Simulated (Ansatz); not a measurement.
MoRu:
```xyz
2
Lattice="2.7454 0.0000 0.0000 0.0000 2.7454 0.0000 0.0000 0.0000 3.8062" Properties=species:S:1:pos:R:3 pbc="T T T"
Ru     0.0000     0.0000     0.0000
Mo     1.3727     1.3727     1.9031
```

Relaxed with PBEsol. Special points in fractions of this cell's reciprocal vectors: Γ (0.000, 0.000, 0.000); X (0.000, 0.500, 0.000); M (0.500, 0.500, 0.000); Z (0.000, 0.000, 0.500); R (0.000, 0.500, 0.500); A (0.500, 0.500, 0.500).

Task: List the band energies nearest the Fermi level at these points for the program Ansatz at the PBEsol with spin–orbit coupling level (PAW).

Result: In eV from the Fermi level; about four levels below and three above (degenerate sets whole), none deeper than 8.9 eV; points with the same levels are listed once.

```csv
k,below,above
Γ,-1.85 -1.85 -1.45 -1.45,0.41 0.41 1.13 1.13
X,-1.08 -1.08 -0.22 -0.22,0.40 0.40 1.80 1.80
M,-5.27 -5.27 -5.25 -5.25,2.17 2.17 2.33 2.33
Z,-0.60 -0.60 -0.50 -0.50,0.16 0.16 0.75 0.75
R,-1.97 -1.97 -1.25 -1.25,1.23 1.23 1.57 1.57
A,-2.37 -2.37 -0.42 -0.42,1.51 1.51 2.19 2.19
```

Space group P4/mmm (L1₀ or tetragonal B2). The start of the workflow was typed in or built on a structure type; neither database checked (COD, Materials Project) lists it. Its standing as an ambient phase is unchecked. The PBEsol relaxation kept the symmetry of its start; whether a distortion lowers the energy is not shown. The run is not spin-polarised.

Potentials: the later of the program's two PAW sets.
